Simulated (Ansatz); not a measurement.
**Ni (fcc, Cu type): energy over volume and axial ratio**

Ni (fcc, Cu type)

```xyz
1
Lattice="0.0000 1.7592 1.7592 1.7592 0.0000 1.7592 1.7592 1.7592 0.0000" Properties=species:S:1:pos:R:3 pbc="T T T"
Ni     0.0000     0.0000     0.0000
```

The relaxed cell is deformed in two ways at once: its volume V is scaled, and at that volume it is stretched along z (the c axis of the conventional cell) so that c/a changes. Fractional atomic positions are held.

Computed with PBE (plane waves to 420 eV, PAW, scalar-relativistic; Ansatz, a program for electronic structure). k mesh 23×23×23 (Γ-centred), Fermi-Dirac smearing 0.05 eV. Energies are smeared free energies. Compression counts positive. With partly filled bands, the response to shear is sensitive to the k mesh, so small differences along c/a are uncertain. Ni was relaxed with its symmetry unable to fall. Relaxed Ni ends ferromagnetic. Other magnetic orders were not checked, so this need not be the ground state. The zero of ΔE is the relaxed starting cell.

ΔE (meV/atom), with V/V₀ across and (c/a)/(c/a)₀ down:

| (c/a)/(c/a)₀ \ V/V₀ | 0.920 | 0.947 | 0.973 | 1.000 | 1.027 | 1.053 | 1.080 |
|---|---|---|---|---|---|---|---|
| 0.880 | 89 | 58 | 40 | 33 | 37 | 48 | 67 |
| 0.920 | 69 | 39 | 22 | 16 | 20 | 32 | 51 |
| 0.960 | 56 | 26 | 10 | 4 | 9 | 21 | 41 |
| 1.000 | 51 | 21 | 5 | 0 | 5 | 17 | 37 |
| 1.040 | 56 | 26 | 10 | 5 | 9 | 21 | 41 |
| 1.080 | 73 | 42 | 25 | 19 | 22 | 34 | 53 |
| 1.120 | 100 | 68 | 50 | 42 | 45 | 55 | 73 |

σxx (GPa), with V/V₀ across and (c/a)/(c/a)₀ down:

| (c/a)/(c/a)₀ \ V/V₀ | 0.920 | 0.947 | 0.973 | 1.000 | 1.027 | 1.053 | 1.080 |
|---|---|---|---|---|---|---|---|
| 0.880 | 17.4 | 9.8 | 3.2 | -2.3 | -7.1 | -11.2 | -14.6 |
| 0.920 | 17.6 | 10.0 | 3.4 | -2.1 | -6.9 | -10.9 | -14.4 |
| 0.960 | 18.6 | 10.9 | 4.3 | -1.3 | -6.1 | -10.2 | -13.7 |
| 1.000 | 20.3 | 12.5 | 5.7 | 0.0 | -4.9 | -9.0 | -12.6 |
| 1.040 | 22.7 | 14.7 | 7.8 | 1.9 | -3.1 | -7.4 | -11.1 |
| 1.080 | 25.7 | 17.4 | 10.3 | 4.3 | -0.9 | -5.4 | -9.2 |
| 1.120 | 29.0 | 20.6 | 13.3 | 7.0 | 1.6 | -3.0 | -7.0 |

Derived quantities:

| Item | Result |
|---|---|
| Lowest place on the grid | V/V₀ = 1.000, (c/a)/(c/a)₀ = 1.000 (0 meV/atom) |
| Highest place on the grid | V/V₀ = 0.920, (c/a)/(c/a)₀ = 1.120 (100 meV/atom) |

(Under strain, the slope of the energy per volume gives the stress and its curvature an elastic modulus.)
